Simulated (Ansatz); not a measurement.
**TaN: a fit and a missing row**

TaN, P6/mmm, a = 5.205 Å, c = 2.904 Å. This isn't the usual stable structure of the compound. Ansatz: PBEsol, PAW, 420 eV, Γ-centred 12×12×12 mesh on 6 atoms, Gaussian smearing 0.10 eV; no spin polarisation. Shape and atoms are relaxed at each volume; pressure is positive in compression.

```tsv
V (Å³/atom)	P (GPa)
10.672	21.02
11.013	9.72
11.353	0.03
11.694	-8.29
12.034	?
```

Q: Take V0 = 11.353 Å³/atom, count pressures from its P0 = 0.03 GPa, fit the third-order Birch–Murnaghan form to the other rows, and predict the missing pressure.

A: With the Eulerian strain f = ½[(V0/V)^(2/3) − 1] and y = (P − P0)/[3f(1 + 2f)^(5/2)], the form is the line y = B0 + 1.5 B0 (B0′ − 4) f. Rows (f, y): 0.02105, 299.8; 0.01024, 299.8; -0.00977, 298.2. Means f = 0.007173, y = 299.27; Σ(Δf)² = 0.0004890, ΣΔfΔy = 0.02711; the slope is their ratio. y = 298.9 + 55.43 f GPa, so B0 = 298.9 GPa and B0′ = 4 + 2 × (55.43)/(3 × 298.9) = 4.12. At V = 12.034, f = -0.01905, y = 297.84 and P = -15.42 GPa. The run gave -15.40 GPa, so the fit is 0.02 GPa too low, within twice the rms miss on the fitted rows (0.01 GPa). The form still works here, 33 % of the fitted range beyond its end.

Spin–orbit coupling is left out, which can shift energies with elements as heavy as these.

Cost: 5 runs of about 1.9 core-minutes in all, on AMD EPYC 9R45 (Zen 5) (shared hosts).